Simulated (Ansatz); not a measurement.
## AuCu3-type EuMn3

The computed numbers are results of PBE, scalar-relativistic (collinear spin) in the plane-wave PAW code Ansatz at 420 eV, Γ-centred 8×8×8 mesh, 0.05 eV Gaussian smearing. The datasets are Ansatz's generated set soft_2.

```
Eu Mn
1.0
     4.12634    0.00000    0.00000
     0.00000    4.12634    0.00000
     0.00000    0.00000    4.12634
Eu Mn
1 3
Direct
  0.00000 0.00000 0.00000
  0.00000 0.50000 0.50000
  0.50000 0.50000 0.00000
  0.50000 0.00000 0.50000
```

The start was a prototype's sites filled with these elements, not a measured cell.

Magnetic state: ferrimagnetic, site spin moments Eu 6.54; Mn -3.43 μB.

The run above is the reference. The same cell was run again with other input settings; several of them aren't fit for production, so the rows show the settings' effect and aren't properties of the material.

```tsv
keys changed	outcome	ΔE (meV/atom)	P (GPa)	gap on the mesh (eV)	cell moment (μB)	largest force component (eV/Å)	SCF iterations	rough core-seconds	new warnings
none (reference)	converged	0.0	0.0	metal	-3.61	0.000	–	–	–
scf.eigensolver.kind: "davidson"; scf.occupations.method: "gaussian" → "methfessel_paxton"; scf.occupations.width: 0.05 → 0.3	converged	-0.3	0.0	metal	-3.59	0.000	19	50	–
scf.occupations.width: 0.05 → 0.2; scf.mixing.algorithm: "broyden"; scf.mixing.beta: 0.7; kpoints.mp_grid.shift: [0.5, 0.5, 0.5]	converged	-4.7	0.0	metal	-3.58	0.000	15	19	–
basis.ecutwfc: 420 → "250 eV"; hamiltonian.xc: "pbe" → "lda"	converged	–	-9.4	metal	-3.55	0.000	13	19	cutoff below recommended
basis.ecutwfc: 420 → "500 eV"	converged	-1.8	0.0	metal	-3.61	0.000	13	40	–
basis.xc_grid: 1; kpoints.mp_grid.grid: [8, 8, 8] → [5, 5, 5]	converged	-6.1	-0.6	metal	-3.44	0.000	13	10	–
basis.ecutrho_ratio: 4 → 12	converged	0.0	0.0	metal	-3.61	0.000	13	29	–
accuracy: "high"; scf.initial_density.chi_scale: 0.0	converged	0.0	0.0	metal	-3.61	0.000	16	30	–
```

ΔE is the energy with the smearing extrapolated to zero. It is left out where the change alters the Hamiltonian or the spin treatment. The varied runs start from atomic densities (corrected by the program's trained start where that serves), with the default search for lower states unless a row changes it, while the reference went on from a saved state, so a magnet may end in another state whatever the setting.

Problem. What happens with these changes: basis.xc_grid: 1; hamiltonian.xc: "pbe" → "rpbe"; hamiltonian.hubbard: {"sites": [{"species": "Eu", "l": "f", "u_eff": 4.0}], "double_counting": "fll"}?

Solution. outcome converged, P (GPa) 5.9, gap on the mesh (eV) metal, cell moment (μB) -3.54, largest force component (eV/Å) 0.000, SCF iterations 21, rough core-seconds 70, new warnings filled band counts differ across k points.

Problem. What happens with these changes: hamiltonian.hubbard: {"sites": [{"species": "Eu", "l": "f", "u_eff": 4.0}], "double_counting": "fll"}; kpoints.mp_grid.grid: [8, 8, 8] → [6, 6, 6]; scf.eigensolver.kind: "davidson"?

Solution. outcome converged, P (GPa) 2.1, gap on the mesh (eV) metal, cell moment (μB) -3.50, largest force component (eV/Å) 0.000, SCF iterations 20, rough core-seconds 50, new warnings filled band counts differ across k points.

Of the reference: Without a U the 4f levels of Eu lie too near the Fermi level, so their share of the states there, and what hangs on it, is overstated. Spin–orbit coupling, which matters for such heavy elements, is left out. The run wasn't fully tested for a lower electronic state. Site moments are of spin, integrated over atomic spheres.
